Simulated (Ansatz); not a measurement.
Given:

AlPt:
```cif
data_AlPt
_chemical_formula_sum 'Pt1 Al1'
_space_group_name_H-M_alt 'P 1'
_space_group_IT_number 1
_cell_length_a 3.59256
_cell_length_b 3.59256
_cell_length_c 3.59256
_cell_angle_alpha 60.000
_cell_angle_beta 60.000
_cell_angle_gamma 60.000
loop_
_space_group_symop_operation_xyz
  'x, y, z'
loop_
_atom_site_label
_atom_site_type_symbol
_atom_site_fract_x
_atom_site_fract_y
_atom_site_fract_z
_atom_site_occupancy
Pt1 Pt 0.00000 0.00000 0.00000 1
Al1 Al 0.50000 0.50000 0.50000 1
```

This is the PBEsol-relaxed structure.

Problem. All from PBEsol in the plane-wave PAW code Ansatz, unless another level is named. Estimate the density of states at the Fermi level.

Solution. 0.39 states/eV per atom (mean over ±0.08 eV).

Problem. Give the formation energy from the elements (no fitted shifts).

Solution. -555 meV/atom.

Space group Fm-3m (rock salt). The start of the workflow was typed in or built on a structure type; neither database checked (COD, Materials Project) lists it. Its standing as an ambient phase is unchecked. The PBEsol relaxation kept the symmetry of its start; whether a distortion lowers the energy is not shown. The run is not spin-polarised. The references are the lowest solids computed at this level, not always the standard phases. Scalar-relativistic: spin–orbit coupling is off unless named, which matters more the heavier the elements.

Potentials: the earlier of the program's two PAW sets. The files were generated under PBE; for other functionals the program regenerates the frozen cores, and for LDA and PBEsol the local potential too.
